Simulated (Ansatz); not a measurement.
Starting cell, WSi2 (MoSi2 type, space group I4/mmm):

```xyz
6
Lattice="-3.2292 3.2292 7.8672 0.0000 0.0000 7.8672 1.6146 1.6146 -3.9336" Properties=species:S:1:pos:R:3 pbc="T T T"
W      0.0000     0.0000     0.0000
W     -1.6146     1.6146     3.9336
Si    -3.2292     3.2292    10.4995
Si    -1.6146     1.6146     6.5658
Si    -1.6146     4.8437     9.1686
Si    -1.6146     1.6146     9.1686
```

The atoms are displaced by Q × the pattern below (from a DFPT mode at X = (0.5, 0.5, 0.0), largest move 1; Q in Å), at fixed cell. (q is in reciprocal vectors of the primitive cell; the cell shown is doubled to hold the pattern.)

```json
[
 {"atom": "W1", "x": "-0.041", "y": "0.041", "z": "0.000"},
 {"atom": "W2", "x": "0.041", "y": "-0.041", "z": "0.000"},
 {"atom": "Si3", "x": "-0.707", "y": "0.707", "z": "0.000"},
 {"atom": "Si4", "x": "0.707", "y": "-0.707", "z": "0.000"},
 {"atom": "Si5", "x": "-0.707", "y": "0.707", "z": "0.000"},
 {"atom": "Si6", "x": "0.707", "y": "-0.707", "z": "0.000"}
]
```

All values below come from PBE (plane waves to 420 eV, PAW, scalar-relativistic; Ansatz, a quantum-chemistry and plane-wave program). k mesh 20×20×20 (Γ-centred), Fermi-Dirac smearing 0.05 eV. Energies are smeared free energies. With partly filled bands, energies and forces of such displacements shift with the k mesh and the smearing. Spin-orbit coupling is left out, though W is heavy. WSi2 is run without spin polarisation. WSi2 was relaxed with its symmetry unable to fall. The zero of ΔE is the undisplaced structure.

```
Q (Å)   ΔE (eV/cell)
------  ------------
-0.280         2.710
-0.187         1.122
-0.093         0.268
0.000          0.000
0.093          0.268
0.187          1.122
0.280          2.710
```

Q: Which DFPT wavenumber at X = (0.5, 0.5, 0.0) belongs to this mode?
(A) 147 cm⁻¹
(B) 270 cm⁻¹
(C) 381 cm⁻¹

A: C, 381 cm⁻¹. The curvature of the scan gives 381 cm⁻¹

(A displaced cell: forces are minus the slopes of the energy, force constants its curvatures, and phonons follow from these.)
